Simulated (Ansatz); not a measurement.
GePt in space group P6/mmm (No. 191; Pt on 3f, Ge on 1a, Ge on 2d) at seven volumes, PBE in the plane-wave PAW code Ansatz, shape and atoms relaxed at each. One row is withheld.

```
V (Å³/atom)  P (GPa)
-----------  -------
17.090         15.29
17.653             ?
18.216          4.09
18.780         -0.09
19.343         -3.56
19.907         -6.39
20.470         -8.66
```

Question: Fit the shown pressures and predict the withheld one.

Answer: P = (3/2)B₀(x^(7/2) − x^(5/2))[1 + (3/4)(B′ − 4)(x − 1)] with x = (V₀/V)^(2/3). Least squares on the six rows gives V₀ = 18.765 Å³/atom, B₀ = 127 GPa, B′ = 5.48. At V = 17.653, x = 1.0416 and P = 9.17 GPa. The run itself gave 9.17 GPa.

The cell is a constructed one: a structure type filled with these elements; neither database checked (COD, Materials Project) lists it. COD files the formula under space group No. 62, so this cell is another polymorph or a model. Its standing as an ambient phase is unchecked. The cell keeps a stress of up to 0.2 GPa. The cell was relaxed with PBE under the symmetry of its start; its stability against distortions is not shown here. No spin polarisation was allowed. Scalar-relativistic: spin–orbit coupling is off unless named, which matters more the heavier the elements.

Potentials: the later of the program's two PAW sets.
